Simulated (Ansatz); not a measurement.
CdTe:
```xyz
2
Lattice="0.0000 3.0423 3.0423 3.0423 0.0000 3.0423 3.0423 3.0423 0.0000" Properties=species:S:1:pos:R:3 pbc="T T T"
Cd     0.0000     0.0000     0.0000
Te     3.0423     3.0423     3.0423
```

Relaxed with r²SCAN. Special points in fractions of this cell's reciprocal vectors: Γ (0.000, 0.000, 0.000); X (0.500, 0.000, 0.500); U (0.625, 0.250, 0.625); K (0.375, 0.375, 0.750); L (0.500, 0.500, 0.500); W (0.500, 0.250, 0.750).

**Question.** List the band energies nearest the Fermi level at these points for plane-wave PAW r²SCAN with spin–orbit coupling (Ansatz code).

**Answer.** In eV from the Fermi level; about four levels below and three above (degenerate sets whole), none deeper than 8.9 eV; points with the same levels are listed once.

```json
[
 {"k": "Γ", "below": "-0.29 -0.29 -0.29 -0.29", "above": "0.90 0.90 7.49 7.49 7.49 7.49"},
 {"k": "X", "below": "-2.00 -2.00 -1.05 -1.05", "above": "4.53 4.53 9.50 9.50"},
 {"k": "U", "below": "-3.76 -3.76 -1.59 -1.59", "above": "0.94 0.94 5.84 5.84"},
 {"k": "L", "below": "-5.37 -5.37 -0.43 -0.43", "above": "0.13 0.13 3.13 3.13"},
 {"k": "W", "below": "-3.33 -3.33 -3.28 -3.28", "above": "2.54 2.54 5.17 5.17"}
]
```

Space group Fm-3m (rock salt). This is a known high-pressure phase of the composition, computed here at zero pressure and temperature. The cell was relaxed with r²SCAN under the symmetry of its start; of distortions, only those at the zone centre were tested.

Potentials: the earlier of the program's two PAW sets.
